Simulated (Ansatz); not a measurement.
The cell is InGa2P3 as one 6-atom ordering (P3m1) on the zincblende lattice; cell and atoms were relaxed with r2SCAN. The symmetry is P3m1 (No. 156, trigonal); a = 3.960 Å, c = 9.740 Å in the conventional setting, 22.05 Å³ an atom. Ga has 4 P at 2.35–2.41 Å; Ga has 4 P at 2.36–2.41 Å; In has 4 P at 2.49–2.55 Å; P has 4 Ga at 2.36–2.41 Å; P has 3 Ga at 2.41 Å and 1 In at 2.55 Å; P has 1 Ga at 2.35 Å and 3 In at 2.49 Å.

4 runs of Ansatz on this cell differ in the functional (and in the settings that go with it). Levels are in eV from each run's valence top; v1 is the last filled band, c1 the first empty one.

Run A, mean stress +0.3 GPa (compression positive):
```
point     v4     v3     v2     v1    c1    c2
    Γ  -0.96  -0.24   0.00   0.00  1.82  1.98
    M  -2.81  -2.67  -1.97  -1.51  2.11  2.44
    K  -4.03  -2.28  -2.12  -2.05  3.07  3.08
    A  -0.74  -0.74  -0.17  -0.17  1.95  2.49
    L  -2.83  -2.41  -1.34  -1.19  2.12  2.37
    H  -3.61  -2.72  -2.70  -2.59  4.43  4.50
```

Run B, mean stress 0.0 GPa (compression positive):
```
point     v4     v3     v2     v1    c1    c2
    Γ  -0.97  -0.24   0.00   0.00  2.45  2.63
    M  -2.86  -2.72  -2.00  -1.54  2.77  3.10
    K  -4.12  -2.31  -2.16  -2.09  3.74  3.76
    A  -0.75  -0.75  -0.18  -0.18  2.60  3.14
    L  -2.87  -2.45  -1.36  -1.21  2.77  3.03
    H  -3.69  -2.76  -2.75  -2.64  5.13  5.19
```

Run C, mean stress +2.1 GPa (compression positive):
```
point     v4     v3     v2     v1    c1    c2
    Γ  -0.89  -0.24   0.00   0.00  0.96  1.18
    M  -2.62  -2.50  -1.83  -1.38  1.49  1.72
    K  -3.69  -2.10  -1.95  -1.90  2.34  2.35
    A  -0.70  -0.70  -0.16  -0.16  1.16  1.64
    L  -2.61  -2.21  -1.24  -1.09  1.34  1.68
    H  -3.31  -2.51  -2.50  -2.40  3.54  3.62
```

Run D, mean stress 0.0 GPa (compression positive):
```
point     v4     v3     v2     v1    c1    c2
    Γ  -0.93  -0.24   0.00   0.00  1.41  1.52
    M  -2.70  -2.57  -1.91  -1.44  1.73  1.97
    K  -3.81  -2.20  -2.03  -1.98  2.63  2.63
    A  -0.73  -0.73  -0.17  -0.17  1.49  2.01
    L  -2.73  -2.30  -1.30  -1.14  1.67  1.93
    H  -3.41  -2.61  -2.60  -2.49  3.89  3.96
```

**Question.** Match the runs to PBE, r2SCAN, HSE06, PBE0.

**Answer.** A is HSE06, B is PBE0, C is PBE, D is r2SCAN. In order of the gap: PBE 0.96, r2SCAN 1.41, HSE06 1.82, PBE0 2.45 eV.

Note: simulated data, non-magnetic, for a generated structure that need not be the stable one.

Spin-orbit coupling is left out, which matters wherever the heavy atoms make up the band edges.

The stress of a hybrid is loosely converged in these runs.

The meshes of the hybrids are coarse, so their gaps aren't converged to the digits shown.
